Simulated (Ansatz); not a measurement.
Li2Pt: frozen-core PAW against all-electron methods

```yaml
crystal:
  lattice:
    - [4.18600, 0.00000, 0.00000]
    - [-2.09300, 3.62518, 0.00000]
    - [0.00000, 0.00000, 2.66100]
  atoms:
    - { symbol: Li, position: [0.33333, 0.66667, 0.50000] }
    - { symbol: Li, position: [0.66667, 0.33333, 0.50000] }
    - { symbol: Pt, position: [0.00000, 0.00000, 0.00000] }
```

Atom numbers follow the list: Li1, Li2, Pt3.

Conventional cell: a = 4.186 Å, b = 4.186 Å, c = 2.661 Å, α = 90.00°, β = 90.00°, γ = 120.00°. Li (atom 1) is surrounded by 5 Li at 2.42 to 2.66 Å and 6 Pt at 2.76 Å. Pt (atom 3) is surrounded by 2 Pt at 2.66 Å and 12 Li at 2.76 Å.

The cell comes from COD entry 1523301, which wasn't checked; take it as a given geometry.

Spin–orbit coupling is left out, though it moves levels of the heavy atoms by tenths of an eV or more.

All numbers are computed: DFT, LDA, PAW with Ansatz's default frozen-core files, scalar-relativistic (Ansatz 0.2.0); DFT, LDA, all-electron PAW with datasets made for the crystal, scalar-relativistic (Ansatz 0.2.0); DFT, LDA, all-electron LAPW, scalar-relativistic (Ansatz 0.2.0).

For PAW: a Γ-centred 9×9×12 k mesh, Fermi–Dirac smearing of 0.03 eV, cutoff 420 eV, no spin polarisation; the PAW files were made with PBE, and the program remakes their frozen cores for this functional. The crystal-made all-electron datasets (AE datasets) take a cutoff of 280 eV at this cell. LAPW targets a basis error of 1 meV/atom. The Ansatz runs share mesh, smearing and spin set-up. Plane-wave (PAW) pressures include the program's estimate of the Pulay term.

Stress and pressure are positive in compression.

No spin–orbit coupling: at heavy atoms the gradients can be off by tens of per cent for that reason.

In a metal, gradients converge slowly with the k mesh: the values move by tens of per cent from one mesh to another, at times in sign, so only the comparison on one mesh counts.

Levels count from the Fermi level.

| quantity | PAW | AE datasets | LAPW |
| --- | --- | --- | --- |
| pressure (GPa) | -4.43 | -4.41 | -4.41 |
| stress xx (GPa) | -4.01 | -3.98 | -3.98 |
| stress zz (GPa) | -5.27 | -5.26 | -5.26 |
| highest filled level at A (eV) | -2.128 | -2.130 | -2.130 |
| lowest empty level at A (eV) | 0.556 | 0.553 | 0.554 |
| highest filled level at K (eV) | -0.613 | -0.614 | -0.614 |
| highest filled level at L (eV) | -1.215 | -1.215 | -1.215 |
| lowest empty level at L (eV) | 0.544 | 0.543 | 0.543 |
| largest principal field gradient Vzz at Pt3 (10²¹ V/m²) | -23.41 | -24.11 | – |

PAW's pressure differs from the LAPW value by -0.02 GPa.
